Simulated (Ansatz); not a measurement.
The relaxed structure here is a generated cell of TiO2: the first start was made by placing the elements on the sites of a structure type, and the end was not matched to a known phase here, so it may be hypothetical. Known forms of TiO2 include space group No. 61, 136, 141.

One stationary structure of TiO2. Space group P6₃/mmc (No. 194), AFLOW prototype A2B_hP12_194_cg_f (C10, as in SiO2). Method: r2SCAN (plane waves to 500 eV, PAW, scalar-relativistic; Ansatz, a quantum-chemistry and plane-wave program).

```xyz
12
Lattice="5.9043 0.0000 0.0000 -2.9521 5.1132 0.0000 0.0000 0.0000 9.6261" Properties=species:S:1:pos:R:3 pbc="T T T"
Ti     0.0000     3.4088     0.5998
Ti     2.9521     1.7044     5.4129
Ti     2.9521     1.7044     9.0263
Ti     0.0000     3.4088     4.2132
O      0.0000     3.4088     2.4065
O      2.9521     1.7044     7.2196
O      2.9521     0.0000     0.0000
O      1.4761     2.5566     4.8131
O     -1.4761     2.5566     0.0000
O      2.9521     0.0000     4.8131
O      1.4761     2.5566     0.0000
O     -1.4761     2.5566     4.8131
```

### Question
Predict the band gap from r2SCAN.

### Answer
3.80 eV, direct at Γ (no spin-orbit coupling).

No spin polarisation in the result.

The run could not lose the symmetry of its start, so the end can be a saddle point.
